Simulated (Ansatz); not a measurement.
# Structure relaxation, Sn

The start is a relaxed Sn cell displaced along its unstable phonon at q = (½, 0, 0) of its primitive reciprocal cell (24i cm⁻¹), largest move 0.15 Å. The structure is fully relaxed (lattice and positions, P = 0) with r2SCAN (plane waves to 500 eV, PAW, scalar-relativistic; Ansatz, a first-principles code). The first steps use a coarse 11×11×6 k-mesh.

The start:
```
Sn
1.0
    6.71019     0.00000     0.00000
   -1.67755     2.90560     0.00000
    0.00000     0.00000     5.52345
Sn
4
Direct
  0.16667   0.62196   0.25000
  0.66667   0.71137   0.25000
  0.33333   0.28863   0.75000
  0.83333   0.37804   0.75000
```

**Question.** Which atoms feel the largest initial force, and how large is it?

**Answer.** 0.04 eV/Å, on Sn1, Sn2, Sn3, Sn4 (atoms numbered as listed).

**Question.** By how much does the energy per atom fall from start to end?

**Answer.** 0.10 eV/atom.

**Question.** How does the volume per atom move from start to end?

**Answer.** +2.5 %, from 26.92 to 27.59 Å³/atom.

**Question.** Is the parent structure recovered?

**Answer.** It does not go back: it reaches P6/mmm (No. 191), AFLOW prototype A_hP1_191_a (A_f, as in Sn), 0.10 eV/atom below the parent.

**Question.** Write out the relaxed structure.

**Answer.** 
Space group P6/mmm (No. 191); a = b = 3.2326 Å, c = 3.0488 Å, α = β = 90.00°, γ = 120.00°

| atom | site | symmetry | x | y | z |
|---|---|---|---|---|---|
| Sn | 1b | 6/mmm | 0.0000 | 0.0000 | 0.5000 |

Final values are on a 17×17×15 k-mesh of the relaxed cell. No spin polarisation in the result.

The run could not lose the symmetry of its start: the end is stationary, and may be a saddle point rather than a minimum.

The relaxed structure here is a generated cell of Sn: the first start was made by placing the elements on the sites of a structure type, and the end was not matched to a known phase here, so it may be hypothetical. Known forms of Sn include space group No. 141, 227.
